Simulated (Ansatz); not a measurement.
Ansatz (a program for electronic structure) input:

Ansatz 0.2 input:
```yaml
crystal:
  lattice:
    - [2.7193153102, 0.0, 0.0]
    - [-1.3596576551, 2.3549961396, 0.0]
    - [0.0, 0.0, 31.0609819256]
  atoms:
    - { symbol: Ir, position: [0.3333333333, 0.6666666667, 0.75] }
    - { symbol: Ir, position: [0.6666666667, 0.3333333333, 0.8216691816] }
    - { symbol: Ir, position: [0.0, 0.0, 0.8927808207] }
    - { symbol: Ir, position: [0.3333333333, 0.6666666667, 0.9643012678] }
    - { symbol: Ir, position: [0.6666666667, 0.3333333333, 0.0356987322] }
    - { symbol: Ir, position: [0.0, 0.0, 0.1072191793] }
    - { symbol: Ir, position: [0.3333333333, 0.6666666667, 0.1783308185] }
    - { symbol: Ir, position: [0.6666666667, 0.3333333333, 0.25] }
    - { symbol: Ir, position: [0.3333333333, 0.6666666667, 0.3216691816] }
    - { symbol: Ir, position: [0.0, 0.0, 0.3927808207] }
    - { symbol: Ir, position: [0.6666666667, 0.3333333333, 0.4643012678] }
    - { symbol: Ir, position: [0.3333333333, 0.6666666667, 0.5356987322] }
    - { symbol: Ir, position: [0.0, 0.0, 0.6072191793] }
    - { symbol: Ir, position: [0.6666666667, 0.3333333333, 0.6783308184] }
kpoints:
  mp_grid: { grid: [17, 17, 2] }
hamiltonian:
  xc: r2scan
  pseudopotentials: { kind: paw }
scf:
  occupations: { method: gaussian, width: 0.1 }
checkpoint: { read: metal.run }
output: { bader: true, populations: true }
```

Output (shortened):

```
Pseudopotential: Ir, paw, valence charge 17
Functional definition: r2SCAN
Crystal: 14 atoms, lattice volume = 198.914 Å³
Basis set: ecut = 500 eV, 4937 PW (Γ), exchange–correlation on 80×80×960 points (64 copies of the dense FFT grid, shifted against one another)
Bands: 143, of which v1, the nominal top of the filled ones, is band 119 counted from 1 (118 counted from 0)
Symmetry: 24 space group operations
Space group: P63/mmc (ITA 194), of the structure as read, at distance tolerance 5.8e-5 Å
k-points: 66 of 578
Stability of the state it starts from, as read at its close in the unpolarized treatment …
iter 1 solved again at ethr=3.61e-8 eV; its pass at ethr=3.10e-3 eV (dr2=8.58e-5 eV) is discarded
SCF iter   1: F=—  HF=-167282.011775 eV  |F-HF|=—  |Δ(HF+E_count)|=         —  Δρ=3.16e-7  dr2=7.51e-11  dr2_τ=3.73e-11  ethr=3.61e-8  ⟨swp⟩=4.5  Hψ=58400  notcnv=0
preconditioner: auto → Kerker (q_TF=auto, 2.811 Å⁻¹)
SCF iter   2: F=-167282.011767 eV  HF=-167282.011767 eV  |F-HF|=2.91e-11  |Δ(HF+E_count)|=   8.56e-6  Δρ=1.54e-7  dr2=1.56e-11  dr2_τ=2.98e-11  ethr=1.00e-12  ⟨swp⟩=7.0  Hψ=30871  notcnv=0
SCF 1 converged in 2 iterations: F = -167282.011767 eV  dr2 = 1.56e-11
SCF converged after 2 iterations
Free energy (F): -167282.011767 eV
Harris-Foulkes:  -167282.011767 eV  (|F-HF|=2.91e-11)
Internal energy: -167281.956897 eV  (E = F + TS)
E sigma→0 (E₀):  -167281.984332 eV
Entropy (-TS):   -0.054870 eV (-3.919 meV/atom)
Fermi energy:    25.407194 eV
--- Per-component energies (eV) ---
  E_band       = -1438.074143
  E_kinetic    = 8728.617524
  E_local      = -14995.995070  (includes V_loc(G=0)·N_el)
  E_nonlocal   = 1034.747624
  E_hartree    = 5765.114663
  E_xc         = -3576.667833
  E_vxc        = -4670.217554  (∫ρ·V_xc dr)
  E_paw        = -129495.675781  (= ΣΔE_a)
  E_vpaw       = -3355.382124  (= ΣTr[D̂ρ^β])
  E_aug_tail   = -0.000184  (compensation charges beyond the density's cutoff)
  E_vtau       = 289.926741  (kinetic-family band-sum trace: ∫τ·v_τ [+ j·A + Jᵃ·Aᵃ] dr)
  E_ewald      = -34737.661331
  E_core_change = -4.436509  (= ΣΔE_core)
  E_smearing   = -0.054870  (= −TS)
  E_closure    =  0.000000  (closes the sum)
  Σ components = -167282.011767   (vs F -167282.011767, Δ=0.00e0)
  [band-id]    e_kinetic+e_local+e_nonlocal+2·e_hartree+e_vxc+e_vpaw+e_augmentation_tail+e_vtau = -1438.073717   (vs E_band -1438.074143, Δ=4.27e-4)
--- Band table (eV; the first three rows and the last of 66) ---
  k-point 0: bands = ["-69.5035", "-69.5033", "-69.4889", "-69.4880", "-69.4666", "-69.4598", "-69.4594", "-69.4479", "-69.4452", "-69.4384", "-69.4253", "-69.4238", "-69.4033", "-69.4032", "-26.1707", "-26.1399", "-26.1203", "-26.0280", "-26.0050", …
  k-point 1: bands = ["-69.5034", "-69.5034", "-69.4885", "-69.4885", "-69.4646", "-69.4646", "-69.4533", "-69.4533", "-69.4408", "-69.4408", "-69.4245", "-69.4245", "-69.4033", "-69.4033", "-26.1611", "-26.1611", "-26.0811", "-26.0811", "-25.9383", …
  k-point 2: bands = ["-69.5014", "-69.5012", "-69.4870", "-69.4861", "-69.4646", "-69.4581", "-69.4575", "-69.4464", "-69.4436", "-69.4371", "-69.4239", "-69.4225", "-69.4022", "-69.4020", "-26.1617", "-26.1319", "-26.1124", "-26.0230", "-26.0001", …
  k-point 65: bands = ["-69.4237", "-69.4237", "-69.4234", "-69.4234", "-69.4131", "-69.4131", "-69.3916", "-69.3916", "-69.3916", "-69.3916", "-69.3772", "-69.3772", "-69.3747", "-69.3747", "-26.0081", "-26.0081", "-25.9900", "-25.9900", "-25.9694", …
--- Löwdin populations: 14 sites ---
  site symbol       q [e]
     0     Ir     16.8107
     1     Ir     16.8019
     2     Ir     16.8036
     3     Ir     16.8099
     4     Ir     16.8099
     5     Ir     16.8036
     6     Ir     16.8019
     7     Ir     16.8107
     8     Ir     16.8019
     9     Ir     16.8036
    10     Ir     16.8099
    11     Ir     16.8099
    12     Ir     16.8036
    13     Ir     16.8019
  spilling = 0.011417 (of n_electrons = 238.000000)
--- Bader charges: 14 sites ---
  site symbol  charge [e]  shift [e]
     0     Ir     -0.0240     0.0000
     1     Ir      0.0116     0.0000
     2     Ir      0.0031     0.0000
     3     Ir     -0.0027     0.0000
     4     Ir     -0.0027     0.0000
     5     Ir      0.0031     0.0000
     6     Ir      0.0116     0.0000
     7     Ir     -0.0240     0.0000
     8     Ir      0.0116     0.0000
     9     Ir      0.0031     0.0000
    10     Ir     -0.0027     0.0000
    11     Ir     -0.0027     0.0000
    12     Ir      0.0031     0.0000
    13     Ir      0.0116     0.0000
  shift: an alarm, by how much a part of what the PAW files miss would move the charge. Where it is large, compare
  with a run on PAW files of another source; a small one proves nothing
  estimated error of the sums over rays = 6.7e-4 e
```

Cost: very roughly 4 core-minutes on shared cores.

Space group P6_3/mmc. The start of the workflow was typed in or built on a structure type; the Crystallography Open Database copy checked does not list it. It is not the phase usual at ambient conditions (space group No. 225). The r²SCAN relaxation kept the symmetry of its start; its stability against distortions is not shown here. The run is not spin-polarised. Spin–orbit coupling is left out wherever it is not named.

Potentials: the later of the program's two PAW sets.

Ansatz is a plane-wave DFT program.
